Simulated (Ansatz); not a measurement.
**PbI2 as a free-standing sheet: computed properties**

PbI2:
```
CELL_PARAMETERS angstrom
      4.45316     0.00000     0.00000
     -2.22658     3.85655     0.00000
      0.00000     0.00000    34.00000
ATOMIC_POSITIONS crystal
  I  0.66667 0.33333 0.55488
  I  0.33333 0.66667 0.44512
  Pb 0.00000 0.00000 0.50000
```
The layer is periodic in x and y and isolated along z.

Method: LDA (plane waves, PAW; program Ansatz). Lattice and atoms are relaxed at this level; other levels are named.

**Structure**

```
Property                                    Result
-------------------------------------  -----------
In-plane lattice                       a = 4.453 Å
Distance between the outermost nuclei       3.73 Å
```

**Electronic structure**

```
Item                                                                                                         Result
--------------------------------------------------------------------------  ---------------------------------------
Band gap                                                                                         2.38 eV (indirect)
Valence-band maximum                                                        on the K–Γ line, 67 % of the way from K
Conduction-band minimum                                                                                        at Γ
Ionisation potential (Kohn–Sham)                                                                            6.38 eV
Electron affinity (Kohn–Sham)                                                                               4.00 eV
Electron effective mass, in the valley at Γ                                                                 0.23 mₑ
Hole effective mass, in the valley on the K–Γ line, 67 % of the way from K                                  0.99 mₑ
```

Space group P-3m1 (1T). A layer that has been made, often on a substrate. The LDA relaxation kept the symmetry of its start; its stability against distortions is not shown here. Spin–orbit coupling is left out wherever it is not named.

Potentials: the later of the program's two PAW sets.
